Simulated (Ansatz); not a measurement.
MoPd:
```yaml
crystal:
  lattice:
    - [2.69607, 0.00000, 0.00000]
    - [0.00000, 2.69607, 0.00000]
    - [0.00000, 0.00000, 4.12711]
  atoms:
    - { symbol: Pd, position: [0.00000, 0.00000, 0.00000] }
    - { symbol: Mo, position: [0.50000, 0.50000, 0.50000] }
```

Relaxed with r²SCAN.

### Question
Map the valence electron density (e/Å³), cut off at 6 on the plane through (0.000, 0.000, 0.000) spanned by u = [1, 0, 0] and v = [0, 1, 1] in lattice vectors, from r²SCAN in the plane-wave PAW code Ansatz.

### Answer
x is the fraction of u, y of v (the angle between them is 90°; rows are the nearest grid lines); atoms in the plane: Pd at (0.00, 0.00), Mo at (0.50, 0.50).
```
|99996200000269999|
|99995100000159999|
|99973100000137999|
|98631000000013689|
|32110000000001123|
|00000000000000000|
|00000000000000000|
|00000001110000000|
|00000123432100000|
|00001367876310000|
|00013699999631000|
|00024899999842000|
|00024899999842000|
|00013699999631000|
|00001367876310000|
|00000123432100000|
|00000001110000000|
|00000000000000000|
|00000000000000000|
|32110000000001123|
|98631000000013689|
|99973100000137999|
|99995100000159999|
|99996200000269999|
```
Scale: ten equal steps from 0.248 (start of '0') to 6.00 (end of '9'), in the order '0123456789'; x runs from 0.000 to 1.00, y from 0.000 (bottom) to 1.00 (top).

The density is the valence pseudo-density with augmentation charge, so density and ELF within about 1 Å of a nucleus are not all-electron values.

Space group P4/mmm (L1₀ or tetragonal B2). The start of the workflow was typed in or built on a structure type; neither database checked (COD, Materials Project) lists it. Whether it is the stable phase at ambient conditions was not checked. The r²SCAN relaxation kept the symmetry of its start; whether a distortion lowers the energy is not shown. The run is not spin-polarised.

Potentials: the earlier of the program's two PAW sets.
